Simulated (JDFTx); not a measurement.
System: TiSi2(001) (Cmcm bulk; lattice of mp-1077503, not re-optimised at this level), 1x1 cell of 12 atoms in 4 planes (Si/Ti outermost, slab composition Ti4Si8), area 23.86 Å² a face, 5.6 Å between the outermost planes in a cell 21.3 Å high; k mesh 6×6×1, Fermi width 0.01 Ha, no spin polarisation. Whether this polymorph is the ambient one wasn't checked. Neither spin polarisation nor a larger cell was tried.

Profiles through the double layer of this slab, charged, in CANDLE, water, 1 M KCl; PBE, GBRV ultrasoft potentials, plane waves to 20/100 Ha, a modified build of JDFTx. z is the height above the outermost atoms, φ the plane-averaged electrostatic potential energy of an electron (zero in the bulk liquid), ρ_b the bound charge of solvent and ions, s the cavity shape function (0 in the solid, 1 in the liquid).

```csv
z (Å),n (e/Å³),s,φ (eV),ρ_b (10⁻³ e/Å³)
0.97,0.0929,0.00,-2.016,-0.09
1.42,0.0338,0.00,-0.744,-2.08
1.86,0.0109,0.01,-0.109,-3.40
2.30,0.0033,0.09,-0.019,1.22
2.75,0.0010,0.32,-0.011,0.97
3.19,0.0003,0.60,-0.008,0.32
3.63,0.0001,0.86,-0.007,0.10
4.08,0.0000,0.98,-0.006,0.03
4.52,0.0000,1.00,-0.005,0.01
4.97,0.0000,1.00,-0.004,0.00
5.41,0.0000,1.00,-0.004,0.00
5.85,0.0000,1.00,-0.003,0.00
6.30,0.0000,1.00,-0.003,0.00
6.74,0.0000,1.00,-0.002,0.00
7.18,0.0000,1.00,-0.002,0.00
7.63,0.0000,1.00,-0.002,0.00
```

Question: Is the electrode positively or negatively charged, and roughly by how much?

Answer: Positively: σ = 2.1 μC/cm² per face. The liquid's bound charge is of the opposite sign overall, and far from the surface φ decays with the screening length (3.0 Å).
